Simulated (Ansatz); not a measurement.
## CaPd3O4 (space group Pm-3n): energy against volume

CaPd₃O₄ (space group Pm-3n)

```
CaPd3O4
1.0
    5.72639     0.00000     0.00000
    0.00000     5.72639     0.00000
    0.00000     0.00000     5.72639
Ca Pd O
2 6 8
Direct
  0.50000   0.50000   0.50000
  0.00000   0.00000   0.00000
  0.00000   0.50000   0.25000
  0.00000   0.50000   0.75000
  0.25000   0.00000   0.50000
  0.75000   0.00000   0.50000
  0.50000   0.25000   0.00000
  0.50000   0.75000   0.00000
  0.25000   0.25000   0.25000
  0.75000   0.75000   0.75000
  0.25000   0.75000   0.75000
  0.75000   0.25000   0.25000
  0.75000   0.75000   0.25000
  0.25000   0.25000   0.75000
  0.75000   0.25000   0.75000
  0.25000   0.75000   0.25000
```

Equation-of-state scan: isotropic scaling of the cell above, V₀ being its volume. Symmetry pins the atoms to their sites.

Method: PBEsol (plane waves to 420 eV, PAW, scalar-relativistic; Ansatz, a program for electronic structure). k mesh 7×7×7 (Γ-centred), Fermi-Dirac smearing 0.05 eV. The energy includes the smearing's −TS. Stress and pressure are positive under compression. At this level the bands of CaPd3O4 touch or barely overlap. CaPd3O4 is run without spin polarisation and with no Hubbard U. CaPd3O4 was relaxed with its symmetry unable to fall. ΔE is measured from the relaxed starting cell.

| V (Å³/cell) | ΔE (meV/atom) | P (GPa) |
|---|---|---|
| 157.73 | 246 | 49.6 |
| 165.24 | 126 | 32.5 |
| 172.76 | 52 | 19.1 |
| 180.27 | 12 | 8.4 |
| 187.78 | 0 | 0.0 |
| 195.29 | 10 | -6.7 |
| 202.80 | 38 | -11.9 |
| 210.31 | 79 | -16.0 |
| 217.82 | 131 | -19.3 |

Summary:

The pressure at the smallest volume is 49.6 GPa and the energy cost of the largest compression comes out as 246 meV/atom. The energy cost of the largest expansion comes out as 131 meV/atom. The bulk modulus B₀ (third-order Birch-Murnaghan fit) is 186 GPa, the pressure derivative B₀′ (fit) comes out as 4.8 and the equilibrium volume of the fit comes out as 11.74 Å³/atom. The pressure for 5 % compression (fit) is 10.8 GPa.

(A scan under strain: stresses follow from slopes of the energy per volume, elastic moduli from its curvatures.)
